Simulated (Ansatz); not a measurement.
Input and output of a single-point calculation on a 6-atom cell of CaCdF4 built on the fluorite structure (relaxed group P4/mmm) (Ansatz 0.2.0, HSE06). The cell was relaxed beforehand with r2SCAN.

The input:
```yaml
crystal:
  lattice:
    - [3.8286744724, 0.0, 0.0]
    - [0.0, 3.8286744724, 0.0]
    - [0.0, 0.0, 5.4148610482]
  atoms:
    - { symbol: Cd, position: [0.0, 0.0, 0.0] }
    - { symbol: F, position: [0.0, 0.5, 0.750768484] }
    - { symbol: F, position: [0.0, 0.5, 0.249231516] }
    - { symbol: Ca, position: [0.5, 0.5, 0.5] }
    - { symbol: F, position: [0.5, 0.0, 0.249231516] }
    - { symbol: F, position: [0.5, 0.0, 0.750768484] }
kpoints:
  mp_grid: { grid: [4, 4, 4] }
  band_path:
    path:
      - [0.0, 0.0, 0.0]
      - [0.0, 0.5, 0.0]
      - [0.5, 0.5, 0.0]
      - [0.0, 0.0, 0.5]
      - [0.0, 0.5, 0.5]
      - [0.5, 0.5, 0.5]
    npoints: 1
hamiltonian:
  xc: hse06
scf:
  occupations: { method: fixed }
  n_extra_bands: 5
output:
  forces: true
  stress: true
  eigenvalues: true
  write_density: true
  write_potential: true
  elf: true
  volumetric_format: npy
```

It took 29 s on 1 × NVIDIA H100 80GB HBM3 with 2 threads of AMD EPYC 7R13 Processor (Zen 3), on a shared host, load about 0.7 per core; peak host memory 2.1 GiB.

Main lines of the log:
```
scf.n_extra_bands = 5 over 29 filled bands (N_el = 58.0): the run solves 34 bands
Functional definition: HSE06
Crystal: 6 atoms, lattice volume = 79.375 Å³
Basis set: ecut = 420 eV, 1523 PW (Γ)
Symmetry: 16 space group operations
Space group: P4/mmm (ITA 123)
k-points: 18 of 64
[warm-up without exact exchange]
SCF iter   1: HF=-13311.919532 eV  Δρ=1.01e-3  dr2=4.42e-4
SCF iter   2: HF=-13311.919871 eV  Δρ=3.76e-4  dr2=2.92e-5
SCF 1 stopped early in 2 iterations: F = -13311.920030 eV  dr2 = 2.92e-5
[exact exchange on]
Exchange kernel: α = 0.2500, screened, ω = 0.2079 Å⁻¹, Wigner–Seitz truncation, v(0) = 1035.5555 eV·Å³, q-mesh 4×4×4
SCF iter   1: HF=-13315.951890 eV  Δρ=1.07e-2  dr2=9.78e-2
SCF iter   2: HF=-13315.924135 eV  Δρ=6.77e-3  dr2=1.24e-2
SCF iter   3: HF=-13315.943689 eV  Δρ=2.82e-3  dr2=4.51e-3
SCF iter   4: HF=-13315.942316 eV  Δρ=1.00e-3  dr2=5.56e-4
SCF iter   5: HF=-13315.942194 eV  Δρ=7.44e-5  dr2=8.22e-5
SCF iter   6: HF=-13315.942989 eV  Δρ=6.09e-4  dr2=1.96e-4
SCF iter   7: HF=-13315.942923 eV  Δρ=2.29e-5  dr2=1.41e-6
SCF 2 stopped early in 7 iterations: F = -13315.942923 eV  dr2 = 1.41e-6
hybrid outer 1: dexx = +2.572e-2 eV, tail = 6.42e-5 eV
SCF iter   1: HF=-13315.943153 eV  Δρ=8.57e-5  dr2=3.62e-6
SCF iter   2: HF=-13315.943153 eV  Δρ=2.43e-5  dr2=1.83e-7
SCF iter   3: HF=-13315.943153 eV  Δρ=9.85e-6  dr2=4.36e-8
SCF iter   4: HF=-13315.943153 eV  Δρ=2.62e-6  dr2=2.42e-9
SCF 3 converged in 4 iterations: F = -13315.943153 eV  dr2 = 2.42e-9
hybrid outer 2: dexx = +8.593e-7 eV, tail = 4.68e-8 eV, Δε = 5.69e-3 eV, ΔF = 5.73e-3 eV/Å
NSCF: frozen V_eff on 6 k-points
Free energy (F): -13315.943154 eV
Fermi energy:    3.593043 eV
--- Forces (eV/Å), atoms counted from 1 ---
  atom   1  Cd      0.00000      0.00000      0.00000
  atom   2  F       0.00000      0.00000    -0.01108
  atom   3  F       0.00000      0.00000      0.01108
  atom   4  Ca      0.00000      0.00000      0.00000
  atom   5  F       0.00000      0.00000      0.01108
  atom   6  F       0.00000      0.00000    -0.01108
--- Stress (GPa, compression-positive) ---
        1.569952       0.000000       0.000000
        0.000000       1.569952       0.000000
        0.000000       0.000000       1.547490
  P = ⅓ Tr σ = 1.5625 GPa (15.625 kbar)
```

bands.tsv, columns around the gap (it counts bands from 0):
```tsv
# k_distance	band_24	band_25	band_26	band_27	band_28	band_29	band_30	band_31	band_32
# fermi_ev = 3.593043
# [0, 0, 0] at k_distance = 0.000000
# [0, 0.5, 0] at k_distance = 0.820543
# [0.5, 0.5, 0] at k_distance = 1.641086
# [0, 0, 0.5] at k_distance = 2.938465
# [0, 0.5, 0.5] at k_distance = 3.759008
# [0.5, 0.5, 0.5] at k_distance = 4.579551
# levels_relative_to = fermi_ev
0.000	-0.870	-0.870	-0.522	-0.219	-0.219	6.382	10.568	11.944	12.607
0.821	-1.378	-1.328	-0.833	-0.450	-0.365	9.030	10.356	11.655	11.758
1.641	-0.529	-0.516	-0.487	-0.487	-0.093	9.587	11.017	11.466	12.575
2.938	-0.944	-0.944	-0.586	-0.336	-0.336	7.614	9.642	11.347	11.938
3.759	-1.534	-1.503	-1.422	-0.883	-0.678	9.313	11.533	11.686	11.703
4.580	-1.186	-0.809	-0.628	-0.612	0.000	10.385	10.400	11.854	11.854
```
In order the rows are Γ, X, M, Z, R, A.

Planar averages along the third cell vector, from rho_z.tsv and v_z.tsv (valence density with its augmentation; electrostatic potential energy of an electron, of which only differences have a meaning):
```tsv
z (Å)	ρ (e/Å³)	v_es (eV)
0.00	1.417	4.58
0.27	1.076	5.22
0.41	0.782	5.86
0.68	0.426	7.14
0.95	0.630	5.40
1.08	0.901	4.32
1.35	1.241	3.26
1.62	0.873	4.35
1.90	0.401	6.62
2.03	0.325	6.99
2.30	0.404	4.32
2.57	0.548	2.01
2.71	0.571	1.69
2.98	0.486	2.97
3.25	0.337	5.89
3.38	0.325	6.99
3.66	0.593	5.52
3.93	1.132	3.52
4.20	1.147	3.52
4.33	0.901	4.32
4.60	0.454	6.47
4.87	0.543	6.69
5.01	0.782	5.86
5.28	1.321	4.74
```

HSE06 gives an indirect gap of 6.38 eV, from A to Γ; the least direct gap is 6.60 eV at Γ. The mean pressure is +1.6 GPa (compression positive), so HSE06 would enlarge the cell's volume. The stress of a hybrid is loosely converged here.

Values at 0 K without nuclear motion; spin polarisation is off, and the phase may be a hypothetical one.

Spin-orbit coupling is left out.

The meshes of the hybrids are coarse, so their gaps aren't converged to the digits shown.
